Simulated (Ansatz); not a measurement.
Be, DFT, PBEsol, all-electron PAW with datasets made for the crystal, scalar-relativistic (Ansatz 0.2.0), run on 1 thread of Intel(R) Xeon(R) Platinum 8488C (Sapphire Rapids) on a shared host.

The cell is the one relaxed in the Materials Project (mp-20), not relaxed further here; entries there can be hypothetical. The listed cell was then made from it by scaling, straining or moving an atom.

Command: `ansatz run input.yaml --threads 1 --pin off --max-ram 3072MiB --backend cpu --events-out ev --progress --plain --runs-dir out`

```yaml
crystal:
  lattice:
    - [-1.27769819, 1.27769819, 1.27769819]
    - [1.27769819, -1.27769819, 1.27769819]
    - [1.27769819, 1.27769819, -1.27769819]
  atoms:
    - { symbol: Be, position: [0.0, 0.0, 0.0] }
kpoints:
  mp_grid: { grid: [23, 23, 23] }
scf:
  occupations: { method: fermi_dirac, width: 0.03 }
hamiltonian:
  xc: pbesol
  pseudopotentials: { kind: all_electron, datasets: crystal }
output:
  forces: true
  stress: true
  eigenvalues: true
  efg: { contact_densities: true }
```

Question: How large is the problem that the program sets up?

Answer: 364 irreducible k-points, 55 plane waves at Γ, 5 bands.

Question: Estimate the wall time and the peak memory.

Answer: 3.1 s of wall time for 5 SCF iterations, with a peak of 0.32 GiB. Times on shared machines scatter by tens of per cent.

Question: And the same cell and mesh by full-potential LAPW, asked for forces, stress, eigenvalues, on the same hardware?

Answer: 4.5 s, peak memory 0.27 GiB.
